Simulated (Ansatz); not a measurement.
HgSe (zinc blende)

```
HgSe
1.0
    0.00000     3.12999     3.12999
    3.12999     0.00000     3.12999
    3.12999     3.12999     0.00000
Se Hg
1 1
Direct
  0.75000   0.75000   0.75000
  0.00000   0.00000   0.00000
```

The volume is varied about the relaxed value V₀ at fixed cell shape. Symmetry pins the atoms to their sites.

Computed with PBE (plane waves to 420 eV, PAW, scalar-relativistic; Ansatz, a first-principles code). k mesh 13×13×13 (Γ-centred), Fermi-Dirac smearing 0.05 eV. E stands for the smeared free energy. Stress and pressure are positive under compression. At this level the bands of HgSe touch or barely overlap. HgSe was relaxed with its symmetry unable to fall. Spin-orbit coupling is left out, though Hg is heavy. The relaxed volume of HgSe is well above the measured one; the method has no dispersion term. The zero of ΔE is the relaxed starting cell. The last digit holds for this mesh only.

| V (Å³/atom) | ΔE (meV/atom) |
|---|---|
| 27.598 | 50.3 |
| 28.211 | 30.8 |
| 28.824 | 16.6 |
| 29.438 | 7.1 |
| 30.051 | 1.7 |
| 30.664 | 0.0 |
| 31.277 | 1.6 |
| 31.891 | 6.0 |
| 32.504 | withheld |
| 33.117 | 22.3 |
| 33.730 | 33.6 |

**Question.** Fit a third-order Birch-Murnaghan form (E₀, V₀, B₀, B₀′ free) to the given rows and predict ΔE at V = 32.504.

**Answer.** Least squares on the 10 given rows: ΔE = E₀ + (9V₀B₀/16)·y²·[2 + (B₀′ − 4)y], y = (V₀/V)^(2/3) − 1, with V₀ = 30.665 Å³/atom, B₀ = 42.52 GPa (160.2 GPa = 1 eV/Å³; the term in eV is multiplied by 1000), B₀′ = 5.02, E₀ = 0.01 meV/atom; root-mean-square residual 0.02 meV/atom. At 32.504 the fit gives 13.0 meV/atom; the calculation gives 13.0 meV/atom, the same to the digits shown. For the pressure the fit gives -2.1 GPa against the computed -2.1 GPa.

(Under strain, the slope of the energy per volume gives the stress and its curvature an elastic modulus.)
